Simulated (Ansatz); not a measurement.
Relaxed-ion elastic tensor of TiPd$_{3}$ (Cu3Au type, space group No. 221) in GPa (Voigt order), DFT-PBEsol in the program Ansatz with PAW potentials; density 10.54 g/cm³, 14.46 Å³ per atom.

```tsv
	1	2	3	4	5	6
1	306	159	159	0.0	0.0	0.0
2	159	306	159	0.0	0.0	0.0
3	159	159	306	0.0	0.0	0.0
4	0.0	0.0	0.0	127	0.0	0.0
5	0.0	0.0	0.0	0.0	127	0.0
6	0.0	0.0	0.0	0.0	0.0	127
```

Question: Is the crystal mechanically stable?

Answer: Yes: the smallest eigenvalue of C is 127 GPa.

Question: Work out the Voigt, Reuss and Hill averages.

Answer: K_V = 208, K_R = 208, K_H = 208; G_V = 106, G_R = 98.3, G_H = 102 GPa.

Question: Give Young's modulus, Poisson's ratio, Pugh's ratio and the universal anisotropy index.

Answer: E = 9KG/(3K + G) = 263 GPa; ν = 0.29; K/G = 2.04 (ductile by the Pugh limit of 1.75); A_U = 5G_V/G_R + K_V/K_R − 6 = 0.36.

Question: Estimate the sound speeds and the Debye temperature.

Answer: v_l = √((K + 4G/3)/ρ) = 5710 m/s, v_t = √(G/ρ) = 3110 m/s, mean 3470 m/s; Θ = (h/k)(3n/4πV)^(1/3) v_m = 424 K.

Question: Give the Zener ratio and Young's modulus along [100], [110] and [111].

Answer: A = 2C44/(C11 − C12) = 1.72; 1/E = S11 − 2(S11 − S12 − S44/2)Γ with Γ = 0, 1/4, 1/3 gives 197, 275, 316 GPa.

Question: Solve the Christoffel equation for the three sound speeds along [100], [110], [111].

Answer: Eigenvalues of C_ijkl n_j n_l equal ρv². In km/s, slowest first: [100] 3.47, 3.47, 5.39; [110] 2.64, 3.47, 5.84; [111] 2.94, 2.94, 5.98.

Space group Pm-3m (Cu3Au type). The workflow started from an entry of the Crystallography Open Database (COD). Whether it is the stable phase at ambient conditions was not checked. The cell was relaxed with PBEsol under the symmetry of its start; of distortions, only those at the zone centre were tested. No spin polarisation was allowed. As this level gives no gap, shear constants depend on the k-mesh and smearing (Fermi–Dirac, 0.1 eV here).

Potentials: the later of the program's two PAW sets.
